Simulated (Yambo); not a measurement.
BSE-type run in Yambo on CsHgF3 (cubic perovskite, space group Pm-3m, No. 221), at zero momentum.

Quantum ESPRESSO step (PBEsol, PseudoDojo standard norm-conserving files, fully relativistic):
```
&CONTROL
  calculation = 'nscf'
  pseudo_dir = './pseudo'
  outdir = './out'
/
&SYSTEM
  ibrav = 0
  nat = 5
  ntyp = 3
  ecutwfc = 84.0
  ecutrho = 336.0
  occupations = 'fixed'
  force_symmorphic = .true.
  nbnd = 126
  noncolin = .true.
  lspinorb = .true.
/
&ELECTRONS
  conv_thr = 5e-09
  diago_full_acc = .true.
  diago_thr_init = 1e-08
/
ATOMIC_SPECIES
F 18.9984 F.upf
Cs 132.9055 Cs.upf
Hg 200.5920 Hg.upf
CELL_PARAMETERS angstrom
  4.595450000000   0.000000000000   0.000000000000
  0.000000000000   4.595450000000   0.000000000000
  0.000000000000   0.000000000000   4.595450000000
ATOMIC_POSITIONS crystal
F   0.000000000000   0.500000000000   0.500000000000
F   0.500000000000   0.000000000000   0.500000000000
F   0.500000000000   0.500000000000   0.000000000000
Cs   0.000000000000   0.000000000000   0.000000000000
Hg   0.500000000000   0.500000000000   0.500000000000
K_POINTS automatic
4 4 4 0 0 0
```

Yambo input:
```
rim_cut
optics
bse
bss
dipoles
RandQpts= 1000000
RandGvec= 1 Ry
FFTGvecs= 40 Ry
BSKmod= "HF"
BSEmod= "resonant"
BSSmod= "hs"
BSENGexx= 15 Ry
BSENGBlk= 3 Ry
% KfnQP_E
 11.716 | 1.0 | 1.0 |
%
% BSEQptR
 1 | 1 |
%
% BSEBands
 19 | 56 |
%
% BEnRange
 0.0 | 19.2 | eV
%
% BDmRange
 0.15 | 0.15 | eV
%
BEnSteps= 384
% BLongDir
 1.0 | 0.0 | 0.0 |
%
BSHayTrs= -0.02
BSSNEig= 48
WRbsWF
```

From the report:

The dimension is k points × valence × conduction bands = 64 × 32 × 6 = 12288.
```
  [SLEPC] Approach                          : Krylov-Schur
  [SLEPC] Number of requested eigenvalues   :   48
  [SLEPC] Number of eigenvalues        [NEV]:   48
   [K] Dimension                                    :  12288
   [K] Bands                                        :   19   56
   [K] Exchange res                                 : yes
   [K] Correlation res                              : yes
   [K] W interaction is bare                        : yes
   [K] RL vectors exchange                          :   691
   [K] RL vectors correlation                       :   81
   [W] Matrix size                                  :   81
```
Lowest eigenvalues (eV; in brackets the number of states within 2 meV): 7.94 (3), 7.99 (3), 8.61 (1), 8.71 (2), 8.80 (3), 9.81 (3). They depend on the mesh, which isn't converged, and on the G0W0 scissor.

Geometry of the Materials Project entry, not relaxed at this level.
